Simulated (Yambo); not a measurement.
G0W0@LDA for InP (zinc blende, space group F-43m, No. 216) in Yambo. Reference settings: 4×4×4 Γ-centred k mesh, 115 bands and a 10 Ry block in the screening, 115 bands in G with the Bruneval-Gonze terminator, plasmon pole fitted at 27.2 eV. The LDA gap Γ → Γ on this mesh is 0.59 eV; G0W0 gaps are taken between the same points.

With and without the terminator, as bands are cut:

```tsv
bands in G (in W)	gap, terminator (eV)	gap, none (eV)	valence shift, terminator (eV)	valence shift, none (eV)
23 (23)	1.195	1.166	0.014	0.360
39 (39)	1.158	1.111	-0.238	0.018
61 (61)	1.137	1.087	-0.394	-0.211
88 (88)	1.133	1.094	-0.476	-0.354
115 (115)	1.135	1.108	-0.526	-0.439
```

Over this range the gap spans 0.062 eV with the terminator and 0.079 eV without, the valence shift 0.540 eV and 0.799 eV. Neither column has reached its limit for certain.

The standard potential for In keeps a d shell in the valence without the s and p states of that shell. In tests on such compounds this moved G0W0 gaps by up to about 0.9 eV, so absolute quasiparticle energies here are unreliable; differences between settings are what counts.

Spin-orbit coupling is not included.

Geometry relaxed with LDA; primitive cell a = b = c = 4.1172 Å, α = β = γ = 60.00°.

A shift is the quasiparticle energy of the state minus its LDA energy.
